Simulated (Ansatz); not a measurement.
A relaxation computed with Ansatz, from input to last step.

```yaml
crystal:
  lattice:
    - [3.2616772715, 0.0, 0.0]
    - [-1.6308386358, 2.8246953761, 0.0]
    - [0.0, 0.0, 3.5217445623]
  atoms:
    - { symbol: Fe, position: [0.3333333333, 0.6666666667, 0.5], spin: 0.37 }
    - { symbol: Fe, position: [0.6666666667, 0.3333333333, 0.5], spin: 0.37 }
    - { symbol: Rh, position: [0.0, 0.0, 0.0], spin: 0.14 }
basis:
  ecutwfc: 420
kpoints:
  mp_grid: { grid: [6, 6, 6] }
hamiltonian:
  xc: pbe
scf:
  occupations: { method: gaussian, width: 0.1 }
  lower_state_search: "off"
output:
  forces: true
  stress: true
  eigenvalues: true
  populations: true
magnetization:
  spin_polarized: true
relax:
  adjacent_minimum: "off"
  f_tol: 0.04
  max_steps: 70
  cell: { stress_tol: 0.4 }
```

```bash
ansatz run input.yaml --threads 1 --pin off --max-ram 2560MiB --backend cpu --events-out ev --progress --plain --runs-dir out
```

Computed with DFT PBE, scalar-relativistic, plane waves, PAW (Ansatz).

Of 16 frames 10 are shown, positions in Å and forces in eV/Å; the SCF threshold varies from step to step. Steps run on the plane waves of an earlier cell, with a Pulay correction in the pressure. The basis is chosen afresh for the last frame, the zero of the energies, and at times for earlier ones too; energy and pressure step there, also at an unchanged geometry. Here that happened at step 11 (-122 meV/atom, 13.6 GPa); the frames before carry an error of that size.

```xyz
3
Lattice="3.2617 0.0000 0.0000 -1.6308 2.8247 0.0000 0.0000 0.0000 3.5217" Properties=species:S:1:pos:R:3:forces:R:3 pbc="T T T" step=1 free_energy_over_end_meV_per_atom=1162.64 pressure_GPa=69.59
Fe    0.0000    1.8831    1.7609    0.0000    0.0000    0.0000
Fe    1.6308    0.9416    1.7609    0.0000    0.0000    0.0000
Rh    0.0000    0.0000    0.0000    0.0000    0.0000    0.0000
3
Lattice="3.5824 0.0000 0.0000 -1.7912 3.1025 0.0000 0.0000 0.0000 3.3949" Properties=species:S:1:pos:R:3:forces:R:3 pbc="T T T" step=3 free_energy_over_end_meV_per_atom=554.17 pressure_GPa=4.36
Fe    0.0000    2.0683    1.6975    0.0000    0.0000    0.0000
Fe    1.7912    1.0342    1.6975    0.0000    0.0000    0.0000
Rh    0.0000    0.0000    0.0000    0.0000    0.0000    0.0000
3
Lattice="3.6711 0.0000 0.0000 -1.8356 3.1793 0.0000 0.0000 0.0000 3.2230" Properties=species:S:1:pos:R:3:forces:R:3 pbc="T T T" step=4 free_energy_over_end_meV_per_atom=457.73 pressure_GPa=1.20
Fe    0.0000    2.1195    1.6115    0.0000    0.0000    0.0000
Fe    1.8356    1.0598    1.6115    0.0000    0.0000    0.0000
Rh    0.0000    0.0000    0.0000    0.0000    0.0000    0.0000
3
Lattice="3.8071 0.0000 0.0000 -1.9035 3.2970 0.0000 0.0000 0.0000 2.8841" Properties=species:S:1:pos:R:3:forces:R:3 pbc="T T T" step=6 free_energy_over_end_meV_per_atom=268.06 pressure_GPa=-1.75
Fe    0.0000    2.1980    1.4420    0.0000    0.0000    0.0000
Fe    1.9035    1.0990    1.4420    0.0000    0.0000    0.0000
Rh    0.0000    0.0000    0.0000    0.0000    0.0000    0.0000
3
Lattice="3.9035 0.0000 0.0000 -1.9518 3.3806 0.0000 0.0000 0.0000 2.6112" Properties=species:S:1:pos:R:3:forces:R:3 pbc="T T T" step=8 free_energy_over_end_meV_per_atom=177.77 pressure_GPa=-1.44
Fe    0.0000    2.2537    1.3056    0.0000    0.0000    0.0000
Fe    1.9518    1.1269    1.3056    0.0000    0.0000    0.0000
Rh    0.0000    0.0000    0.0000    0.0000    0.0000    0.0000
3
Lattice="3.8940 0.0000 0.0000 -1.9470 3.3723 0.0000 0.0000 0.0000 2.6087" Properties=species:S:1:pos:R:3:forces:R:3 pbc="T T T" step=9 free_energy_over_end_meV_per_atom=177.47 pressure_GPa=0.83
Fe    0.0000    2.2482    1.3043    0.0000    0.0000    0.0000
Fe    1.9470    1.1241    1.3043    0.0000    0.0000    0.0000
Rh    0.0000    0.0000    0.0000    0.0000    0.0000    0.0000
3
Lattice="3.8965 0.0000 0.0000 -1.9483 3.3745 0.0000 0.0000 0.0000 2.6121" Properties=species:S:1:pos:R:3:forces:R:3 pbc="T T T" step=11 free_energy_over_end_meV_per_atom=55.73 pressure_GPa=13.55
Fe    0.0000    2.2497    1.3061    0.0000    0.0000    0.0000
Fe    1.9483    1.1248    1.3061    0.0000    0.0000    0.0000
Rh    0.0000    0.0000    0.0000    0.0000    0.0000    0.0000
3
Lattice="4.0517 0.0000 0.0000 -2.0259 3.5089 0.0000 0.0000 0.0000 2.5529" Properties=species:S:1:pos:R:3:forces:R:3 pbc="T T T" step=13 free_energy_over_end_meV_per_atom=0.97 pressure_GPa=0.67
Fe    0.0000    2.3393    1.2764    0.0000    0.0000    0.0000
Fe    2.0259    1.1696    1.2764    0.0000    0.0000    0.0000
Rh    0.0000    0.0000    0.0000    0.0000    0.0000    0.0000
3
Lattice="4.0505 0.0000 0.0000 -2.0253 3.5079 0.0000 0.0000 0.0000 2.5662" Properties=species:S:1:pos:R:3:forces:R:3 pbc="T T T" step=14 free_energy_over_end_meV_per_atom=0.86 pressure_GPa=-0.33
Fe    0.0000    2.3386    1.2831    0.0000    0.0000    0.0000
Fe    2.0253    1.1693    1.2831    0.0000    0.0000    0.0000
Rh    0.0000    0.0000    0.0000    0.0000    0.0000    0.0000
3
Lattice="4.0502 0.0000 0.0000 -2.0251 3.5075 0.0000 0.0000 0.0000 2.5625" Properties=species:S:1:pos:R:3:forces:R:3 pbc="T T T" step=16 free_energy_over_end_meV_per_atom=0.00 pressure_GPa=0.00
Fe    0.0000    2.3384    1.2812    0.0000    0.0000    0.0000
Fe    2.0251    1.1692    1.2812    0.0000    0.0000    0.0000
Rh    0.0000    0.0000    0.0000    0.0000    0.0000    0.0000
```

The start puts this composition into another compound's structure type, which needn't suit it. At the end the space group is P6/mmm (tolerance 0.05 Å).

Time: 41 s on 1 thread of Intel(R) Xeon(R) 6975P-C (Granite Rapids) (shared host), peak memory 0.38 GiB.

The k mesh is coarse.